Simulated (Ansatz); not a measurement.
Values for one crystal, relaxed and computed with r²SCAN (plane waves, PAW; program Ansatz); other levels are named.

| Property | Value |
|---|---|
| Volume per atom | 14.70 Å³ |
| Electronic character | metallic (no gap) |
| Zone-centre stability | no imaginary mode at Γ |
| Bulk modulus (Birch–Murnaghan fit) | 3880 kbar |
| Density of states at the Fermi level | 0.71 states/eV per atom (mean over ±0.08 eV) |
| Hill bulk and shear moduli | 388 and 178 GPa |
| Gap with spin–orbit coupling | none (metallic) |

Question: Which of these materials gives this?
A) Ti, hcp (Mg type)
B) Re, hcp (Mg type)
C) Be, hcp (Mg type)
D) Ru, hcp (Mg type)

Answer: B, Re, hcp (Mg type)

Space group P6_3/mmc (hcp (Mg type)). The r²SCAN relaxation kept the symmetry of its start. No spin polarisation was allowed. As this level gives no gap, shear constants depend on the k-mesh and smearing (Fermi–Dirac, 0.1 eV here). Spin–orbit coupling is left out wherever it is not named.

Potentials: the earlier of the program's two PAW sets.
